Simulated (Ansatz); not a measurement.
Zone-centre phonons of ZrSc at 2 GPa: input and output

Theory: DFT LDA, scalar-relativistic, plane waves, PAW in Ansatz 0.2.0.

It can be run as:
```bash
ansatz run input.yaml --threads 1 --pin off --backend cpu --events-out ev --progress --plain --runs-dir out  # memory cap (--max-ram) not shown
```

Input (bare energies are in eV):
```yaml
crystal:
  lattice:
    - [3.1475342076, 0.0, 0.0]
    - [-1.5737671038, 2.7258445831, 0.0]
    - [0.0, 0.0, 5.0153186291]
  atoms:
    - { symbol: Zr, position: [0.6666666667, 0.3333333333, 0.0] }
    - { symbol: Sc, position: [0.0, 0.0, 0.5] }
basis:
  ecutwfc: 420
kpoints:
  mp_grid: { grid: [15, 15, 8] }
hamiltonian:
  xc: lda
scf:
  occupations: { method: fermi_dirac, width: 0.15 }
output:
  eigenvalues: true
phonons:
  method: dfpt
  eigenvectors: true
```

Results section of the output:
```
--- Phonons (Γ-DFPT): 4 representative perturbations + reference, on 320 of 1800 k-points (Σ response iterations 12) ---
  k mesh reduced under 4 symmetry operations, with k and −k counted as one. Each operation leaves every solved displacement unchanged or reverses it
  ASR residual: 2.766e-3 → 0.000e0 eV/Å²; symmetrization residual: 2.209e-6 eV/Å²
  ASR residual per site (eV/Å²): 9.96e-4 2.77e-3
  Γ frequencies (cm⁻¹): 0.00 0.00 0.00 101.72 101.72 179.14
  non-analytic LO–TO correction: not included (Born effective charges unavailable; polar crystals: no LO–TO splitting at Γ)
```

In a metal, frequencies and elastic constants depend on the k mesh and the smearing, soft modes and shear constants most.